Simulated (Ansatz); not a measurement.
MgO:
```yaml
crystal:
  lattice:
    - [2.62341, 0.00000, 0.00000]
    - [0.00000, 2.62341, 0.00000]
    - [0.00000, 0.00000, 2.62341]
  atoms:
    - { symbol: Mg, position: [0.00000, 0.00000, 0.00000] }
    - { symbol: O, position: [0.50000, 0.50000, 0.50000] }
```

Relaxed with r²SCAN. Special points in fractions of this cell's reciprocal vectors: Γ (0.000, 0.000, 0.000); X (0.000, 0.500, 0.000); M (0.500, 0.500, 0.000); R (0.500, 0.500, 0.500).

Task: List the band energies nearest the valence-band maximum at these points for plane-wave PAW r²SCAN (Ansatz code).

Result: In eV from the valence-band maximum; about four levels below and three above (degenerate sets whole), none deeper than 8.9 eV; … stands for higher levels left out; points with the same levels are listed once.

```json
[
 {"k": "Γ", "below": "-1.05 -1.05 -1.05", "above": "3.49 …"},
 {"k": "X", "below": "-6.59 -0.59 -0.59", "above": "8.05 …"},
 {"k": "M", "below": "-4.83 -4.83 0.00", "above": "5.94 …"},
 {"k": "R", "below": "-3.78 -3.78 -3.78", "above": "…"}
]
```

Space group Pm-3m (CsCl type). This is a known high-pressure phase of the composition, computed here at zero pressure and temperature. The cell was relaxed with r²SCAN under the symmetry of its start. At this level the phase is mechanically unstable.

Potentials: the later of the program's two PAW sets.
